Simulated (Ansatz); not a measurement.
# Profile along the P–B line in BP (zinc blende)

BP (zinc blende)

```
BP
1.0
    0.00000     2.26010     2.26010
    2.26010     0.00000     2.26010
    2.26010     2.26010     0.00000
P B
1 1
Cartesian
  3.39015   3.39015   3.39015
  0.00000   0.00000   0.00000
```

Fields along a shortest P–B line of a {110} plane (1.96 Å), from P to B, interpolated on the slice's grid (step about 0.1 Å). Method: PBEsol (plane waves to 420 eV, PAW, scalar-relativistic; Ansatz, a quantum-chemistry and plane-wave program). k mesh 13×13×13. These are valence fields of a PAW run, semicore shells included where kept as valence: close to a nucleus they are smooth pseudo fields. BP was relaxed with its symmetry unable to fall. The PAW data are Ansatz's earlier set.

```csv
distance from P (Å),valence electron density (e/Å³),electron localisation function
0.00,0.04,x
0.10,0.07,x
0.20,0.15,x
0.29,0.31,x
0.39,0.51,x
0.49,0.71,0.62
0.59,0.86,0.84
0.69,0.94,0.92
0.78,0.95,0.94
0.88,0.93,0.95
0.98,0.90,0.95
1.08,0.87,0.95
1.18,0.85,0.93
1.27,0.86,0.89
1.37,0.85,0.80
1.47,0.84,0.60
1.57,0.78,x
1.67,0.66,x
1.76,0.50,x
1.86,0.38,x
1.96,0.36,x
```

x: too close to a nucleus for the ELF to mean much.

Density on the P–B line (1.96 Å) at its midpoint: 0.90 e/Å³. ELF at that point: 1.0. ELF maximum in the middle third of the P–B line: 0.95, 0.9 Å from P.
